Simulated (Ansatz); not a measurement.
PbSe (zinc blende, space group No. 216) under volume change, PBE in the plane-wave PAW code Ansatz, scaled uniformly.

```tsv
V (Å³/atom)	E − E(relaxed) (meV/atom)	P (GPa)
37.367	37.5	3.53
38.599	15.8	2.16
39.831	3.7	1.00
41.062	0.0	0.00
42.294	3.4	-0.85
43.526	12.8	-1.58
44.758	27.4	-2.20
```

### Question
What does a third-order Birch–Murnaghan fit give for V₀, B₀ and B′?

### Answer
V₀ = 41.06 Å³/atom, B₀ = 30.6 GPa, B′ = 4.2.

Space group F-43m (zinc blende). The cell is a constructed one: a structure type filled with these elements; neither database checked (COD, Materials Project) lists it. It is not the phase usual at ambient conditions (space group No. 225). The PBE relaxation kept the symmetry of its start; whether a distortion lowers the energy is not shown. Scalar-relativistic: spin–orbit coupling is off unless named, which matters more the heavier the elements.

Potentials: the later of the program's two PAW sets.
